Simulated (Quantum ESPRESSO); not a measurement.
# Cheap against tight settings: Na₂S

```
CELL_PARAMETERS angstrom
      0.00000     3.24915     3.24915
      3.24915     0.00000     3.24915
      3.24915     3.24915     0.00000
ATOMIC_POSITIONS crystal
  Na 0.25000 0.25000 0.25000
  Na 0.75000 0.75000 0.75000
  S  0.00000 0.00000 0.00000
```
Geometry: a computed entry of the Materials Project; it was not checked against measured cells. It is Na2S in Fm-3m; whether this form has been observed was not checked. Stability against distortions was not tested.

Method: σ by GIPAW with PBE in a modified build of Quantum ESPRESSO, on JTH PAW datasets. The cutoff rises from row to row, with the meshes as listed. Costs are rough, from a shared machine. Shieldings are absolute and leave out the bulk-susceptibility term; a larger σ means a smaller chemical shift. The datasets of Na, S hold no d projectors, which limits absolute σ on these atoms.

```csv
setting,cutoff (Ha),k-mesh
A,13,4×4×4 through Γ
B,15,3×3×3 shifted
C,30,5×5×5 shifted
D,40,7×7×7 shifted
```

Question: From which setting on does σ_iso S (ppm) stay within 5 of the tightest run?

Answer: From C on. Differences from the tightest run: A -86.0, B 16.8, C 1.6.

```
setting  cutoff (Ha)           k-mesh  σ_iso Na (ppm)  σ_iso S (ppm)  f-sum rule missed by (%)  rough cost ratio
-------  -----------  ---------------  --------------  -------------  ------------------------  ----------------
A                 13  4×4×4 through Γ           471.3          693.2                      0.19           about 1
B                 15    3×3×3 shifted           485.7          796.0                      0.22           about 1
C                 30    5×5×5 shifted           492.6          780.8                      0.01                10
D                 40    7×7×7 shifted           492.6          779.2                      0.00                30
```
